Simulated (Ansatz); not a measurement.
**Two-dimensional strain map in Re**

The calculation used Ansatz 0.2.0, DFT PBEsol, scalar-relativistic, plane waves, PAW. Cutoff 420 eV, Γ-centred 20×20×20 k-points, Gaussian smearing of 0.15 eV. Spin–orbit coupling is left out, which can shift energies with elements as heavy as these. No spin polarisation. Energies are free energies at this smearing, counted from the undisturbed cell; pressure is positive in compression.

Zero of the scan (as given, not relaxed at this level; it stands at -18.5 GPa; this fcc form isn't the usual structure):

```
CELL_PARAMETERS angstrom
0.00000 1.97500 1.97500
1.97500 0.00000 1.97500
1.97500 1.97500 0.00000
ATOMIC_POSITIONS crystal
Re 0.00000 0.00000 0.00000
```

The cell is strained by p along both x and y and by q along z, fractional coordinates fixed. Points are written (p, q). At -19 GPa the given cell is far from its own equilibrium, so these figures belong to a strongly strained crystal.

Energy above the undisturbed cell in meV/atom (a dash: not computed):

```
 p \ q  -0.050  -0.025  0.000  0.025  0.050
-0.050   143.8    62.0   22.9   20.7   50.3
-0.025     0.7   -39.9  -42.6  -12.3   46.7
 0.000   -25.8   -29.4    0.0      ?      ?
 0.025    40.9    71.2  129.0  211.8  316.5
 0.050   181.3       ?      ?  430.2  552.8
```

(1) Fill in the withheld energies.

Results:

(1) (0.000, 0.025): 58.5; (0.000, 0.050): 142.0; (0.050, -0.025): 242.5; (0.050, 0.000): 326.0.